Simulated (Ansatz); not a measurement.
An Ansatz input:

```yaml
crystal:
  lattice:
    - [0.0, 3.4467349232, 3.4467349232]
    - [3.4467349232, 0.0, 3.4467349232]
    - [3.4467349232, 3.4467349232, 0.0]
  atoms:
    - { symbol: "Y", position: [0.125, 0.125, 0.125], spin: 1.0 }
    - { symbol: "Y", position: [0.875, 0.875, 0.875], spin: 1.0 }
hamiltonian:
  xc: mr2scan
  pseudopotentials:
    kind: paw
    azcp:
      "Y": "pseudopotentials/Y.paw.azcp"
basis:
  ecutwfc: 500
  fft_grid_basis: typed
kpoints:
  mp_grid: { grid: [13, 13, 13], shift: [0, 0, 0] }
magnetization:
  spin_polarized: true
scf:
  occupations: { method: fermi_dirac, width: 0.05 }
```

Output

```
Engine: ansatz 0.2.0, aarch64-unknown-linux-gnu
Pseudopotentials: kind: paw
Pseudopotential: Y, paw, valence charge 11, recommended cutoff 500 eV (meta_gga) 
Functional definition: m-r2SCAN
  exchange = m_r2scan_x
  correlation = m_r2scan_c
Crystal: 2 atoms, lattice volume = 81.894 Å³
Basis set: ecut = 500 eV, 2085 PW (Γ), exchange–correlation on 144×144×144 points (64 copies of the dense FFT grid, shifted against one another)
Bands: 16, of which v1, the nominal top of the filled ones, is band 11 counted from 1 (10 counted from 0)
Symmetry: 48 space group operations
Space group: Fd-3m (ITA 227), of the structure as read, at distance tolerance 4.3e-5 Å
Magnetic group: BNS 227.128 (UNI 1630), of the structure as read, at distance tolerance 4.3e-5 Å
k-points: 84 of 2197
Non-local potential: Y, projectors of the file, l = 0: 3, l = 1: 2, l = 2: 2, l = 3: 1
PAW form: soft (Blöchl's): semilocal exchange-correlation on the pseudo side does not see the compensation charge
PAW frozen core: Y, regenerated for the run's functional (the file was generated under x = pbe(κ = 0.804, μ = 0.2195149727645171), c = pbe(β = 0.06672455060314922))
PAW one-centre angular grid: Y, 590 points (default); XC on 160 Gauss nodes
Initial density: superposition of atomic densities (chi_scale 0.1, normalization cell)
Starting moments: Σ|m| = 2 μB on 2 of 2 sites
Initial wavefunctions: pseudopotential atomic-orbital guess
Functional: x = mr2scan, c = mr2scan; τ floored in thin density (d = 2e-4 eV/Å³)
iter 1 solved again at ethr=3.89e-4 eV; its pass at ethr=3.10e-3 eV (dr2=8.55e-2 eV) is discarded
SCF iter   1: F=—  HF=-7714.697806 eV  |F-HF|=—  |Δ(HF+E_count)|=         —  Δρ=1.17e-2 (↑1.17e-2 ↓8.03e-3)  dr2=1.19e-1  dr2_τ=9.04e-3  dr2_m=4.61e-2  M=1.365 μB ∫|m|=1.365 μB  β_m=0.95  ethr=3.89e-4  ⟨swp⟩=2.6  Hψ=18194  notcnv=0
Mixer restart at iter 1: flushing history
eigensolver tolerance schedule calibrated: the retry pair's looser diagonalisation under-reported the residual by θ = 0.28 (0.31/decade); ethr = c·dr2/N_el runs at the constant in force after the calibration composes with the one it found (an armed cap, an earlier calibration), c = 1.0e-2
spin=Collinear: Kerker preconditioning applied to the charge; magnetization (m = ρ↑ − ρ↓) channel mixes plain (no charge-response kernel on spin).
SCF iter   2: F=—  HF=-7715.051312 eV  |F-HF|=—  |Δ(HF+E_count)|=         —  Δρ=7.80e-3 (↑7.80e-3 ↓6.38e-3)  dr2=5.35e-2  dr2_τ=2.01e-3  dr2_m=2.11e-2  M=0.748 μB ∫|m|=0.748 μB  β_m=0.64  ethr=5.53e-5  ⟨swp⟩=3.0  Hψ=6153  notcnv=0
Mixer restart at iter 2: flushing history
SCF iter   3: F=—  HF=-7715.118920 eV  |F-HF|=—  |Δ(HF+E_count)|=   6.76e-2  Δρ=5.14e-3 (↑5.14e-3 ↓4.40e-3)  dr2=3.10e-2  dr2_τ=1.63e-4  dr2_m=7.52e-3  M=0.569 μB ∫|m|=0.569 μB  β_m=1.00  ethr=2.48e-5  ⟨swp⟩=2.5  Hψ=5608  notcnv=0  κ⁻¹=1.0e0(r=1)
...
SCF iter  19: F=—  HF=-7715.182174 eV  |F-HF|=—  |Δ(HF+E_count)|=   2.08e-8  Δρ=5.54e-7 (↑5.17e-7 ↓5.54e-7)  dr2=7.28e-11  dr2_τ=1.87e-11  dr2_m=1.86e-10  M=0.001 μB ∫|m|=0.001 μB  β_m=1.00  ethr=1.00e-12  ⟨swp⟩=3.9  Hψ=6874  notcnv=0  κ⁻¹=3.2e-6(r=8)
SCF iter  20: F=—  HF=-7715.182174 eV  |F-HF|=—  |Δ(HF+E_count)|=   6.12e-9  Δρ=2.64e-7 (↑2.64e-7 ↓2.57e-7)  dr2=1.39e-11  dr2_τ=5.18e-12  dr2_m=4.42e-11  M=-0.000 μB ∫|m|=0.000 μB  β_m=1.00  ethr=1.00e-12  ⟨swp⟩=1.0  Hψ=9453  notcnv=0  κ⁻¹=6.1e-6(r=8)
SCF iter  21: F=—  HF=-7715.182174 eV  |F-HF|=—  |Δ(HF+E_count)|=  4.58e-10  Δρ=3.27e-7 (↑3.17e-7 ↓3.27e-7)  dr2=3.03e-12  dr2_τ=8.41e-12  dr2_m=7.66e-11  M=0.000 μB ∫|m|=0.000 μB  β_m=1.00  ethr=1.00e-12  ⟨swp⟩=3.0  Hψ=6753  notcnv=0  κ⁻¹=2.7e-5(r=8)
SCF iter  22: F=-7715.182174 eV  HF=-7715.182174 eV  |F-HF|=2.64e-11  |Δ(HF+E_count)|=  9.28e-10  Δρ=1.10e-7 (↑1.08e-7 ↓1.10e-7)  dr2=1.64e-12  dr2_τ=9.38e-13  dr2_m=8.35e-12  M=0.000 μB ∫|m|=0.000 μB  ethr=1.00e-12  ⟨swp⟩=2.3  Hψ=5288  notcnv=0
SCF 1 converged in 22 iterations: F = -7715.182174 eV  dr2 = 1.64e-12
WARN: the starting moments were not kept: the SCF closed with an absolute magnetisation of 6.9e-5 μB, where they sum to 2 μB in size (2 sites). That is at most 0.1 of that sum. Measured as dr2_m measures the in/out step, that magnetisation stands 1.9e-10 eV from none, at or under the dr2_threshold of 1.0e-7 eV: it is no larger than a step whose dr2_m would equal this threshold. The system may hold no moment; this SCF shows only that its start led to no more than that. To try another start: raise the starting moments (crystal.atoms[].spin, magnetization.per_species, magnetization.initial_magnetization, or on a non-collinear deck that types none of these the spinor_matrix: blocks that start its atoms; where the total moment is fixed, keep their sum and leave initial_magnetization as it is; typed ones take the place of any that the run laid by itself, positive ones on a crystal's lanthanoids without a Hubbard term where scf.initial_density.shell_occupations: [] is typed) or, if the notice of its spin-set hold's release reads "site moments contracting" or "site moments show no strong build", lengthen the hold (scf.mixing.spin_hold: { on: { confirm: 4 } }; for m-r²SCAN on two components see the key's manual first). Each may lead to a state that holds a moment. A second SCF, from the converged charge density, with the starting moments and any scf.initial_density.shell_occupations laid on it anew, would have followed, and was not run: the deck does not ask for one (magnetization.retry_lost_moments is false, the default). To let it run, set magnetization.retry_lost_moments: true and run the deck again, where that key's refused combinations let it; where memory then withholds it, that run's warning says so.
this state was not tested for a lower state beside it, because the mixer in use, unlike msr1, does not test its closes by its own steps (another_mixer; see scf.mixing.algorithm and scf.lower_state_search)
SCF converged after 22 iterations
Magnetization: 0.0001 μB (11.0000 up, 11.0000 down)
Absolute magnetization: 0.0001 μB (∫|ρ↑−ρ↓|, with the PAW one-centre terms)
Spin contamination: 0.0000 ħ² per cell (⟨S²⟩ above its minimum at these occupations)
Per-site moments (μB) at R_I (Å): [(1.5826923216992052e-5, 1.23129600148591), (1.5826923216908975e-5, 1.23129600148591)]
Free energy (F): -7715.182174 eV
Harris-Foulkes:  -7715.182174 eV  (|F-HF|=2.64e-11)
Internal energy: -7715.149936 eV  (E = F + TS)
E sigma→0 (E₀):  -7715.166055 eV
Entropy (-TS):   -0.032238 eV (-16.119 meV/atom)
Fermi energy:    6.746934 eV
--- Per-component energies (eV) ---
  E_band       = -325.550872
  E_kinetic    = 610.207095
  E_local      = -1575.886208  (includes V_loc(G=0)·N_el)
  E_nonlocal   = 102.314950
  E_hartree    = 527.073950
  E_xc         = -333.036521
  E_vxc        = -441.115640  (∫ρ·V_xc dr)
  E_paw        = -5683.976621  (= ΣΔE_a)
  E_vpaw       = -100.086306  (= ΣTr[D̂ρ^β])
  E_aug_tail   = 0.000006  (compensation charges beyond the density's cutoff)
  E_vtau       = 24.867346  (kinetic-family band-sum trace: ∫τ·v_τ [+ j·A + Jᵃ·Aᵃ] dr)
  E_ewald      = -1361.538680
  E_core_change = -0.307907  (= ΣΔE_core)
  E_smearing   = -0.032238  (= −TS)
  E_closure    = -0.000000  (closes the sum)
  Σ components = -7715.182174   (vs F -7715.182174, Δ=0.00e0)
```
